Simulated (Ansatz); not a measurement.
Pd: two-dimensional strain map

All numbers below come from DFT PBEsol, scalar-relativistic, plane waves, PAW (Ansatz). The runs took a 420 eV cutoff, a Γ-centred 20×20×20 mesh and Gaussian smearing (0.15 eV). No spin polarisation. Energies are free energies at this smearing, counted from the undisturbed cell; pressure is positive in compression.

Zero of the scan (as given, not relaxed at this level; it stands at -2.2 GPa):

```
Pd
1.0
     0.00000    1.94490    1.94490
     1.94490    0.00000    1.94490
     1.94490    1.94490    0.00000
Pd
1
Direct
  0.00000 0.00000 0.00000
```

The cell is strained by p along both x and y and by q along z, fractional coordinates fixed. Points are written (p, q).

Energy above the undisturbed cell in meV/atom (a dash: not computed):

```
 p \ q  -0.080  -0.040  0.000  0.040  0.080
-0.080   694.9   454.3  293.2  195.2  149.0
-0.040   266.1   129.9   53.7   24.6   32.1
 0.000    64.0    10.6    0.0   23.6   73.2
 0.040    17.3    27.4   67.4  130.8  211.7
 0.080    77.0   134.1  211.7  304.4  407.9
```

Pressure in GPa:

```csv
p \ q,-0.080,-0.040,0.000,0.040,0.080
-0.080,92.3,68.1,49.2,34.4,22.9
-0.040,47.7,30.7,17.6,7.6,0.0
0.000,18.4,6.7,-2.2,-8.8,-13.7
0.040,-0.6,-8.4,-14.2,-18.4,-21.3
0.080,-12.6,-17.6,-21.1,-23.6,-25.1
```